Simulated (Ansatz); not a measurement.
A distorted cell of BP (zinc blende):

```
BP
1.0
    0.00000     2.27424     2.27424
    2.27424     0.00000     2.27424
    2.27424     2.27424     0.00000
P B
1 1
Direct
  0.70507   0.70507   0.88480
  0.00000   0.00000   0.00000
```

Level of theory: PBE (plane waves to 420 eV, PAW, scalar-relativistic; Ansatz, a first-principles code). k mesh 10×10×10 (Γ-centred), Fermi-Dirac smearing 0.05 eV. Energies are smeared free energies. Compression counts positive. As the smearing reaches across the gap at some points, energies and forces of such displacements shift with the k mesh and the smearing. BP was relaxed with its symmetry unable to fall.

Question: What forces act on the atoms (eV/Å, Cartesian)?

Answer: 
```
atom      Fx      Fy      Fz
----  ------  ------  ------
P1    -1.605  -1.605   1.605
B2     1.605   1.605  -1.605
```

Question: What is the stress tensor (GPa)?

Answer: 
```
    5.8     -3.2      3.2
   -3.2      5.8      3.2
    3.2      3.2      5.8
```
The pressure, a third of the trace, is 5.8 GPa.

Question: In it atom 1 sits (0.204, 0.204, -0.204) Å away from its relaxed site. What is its energy relative to the relaxed cell?

Answer: 707 meV/cell.

(A displaced cell: forces are minus the slopes of the energy, force constants its curvatures, and phonons follow from these.)
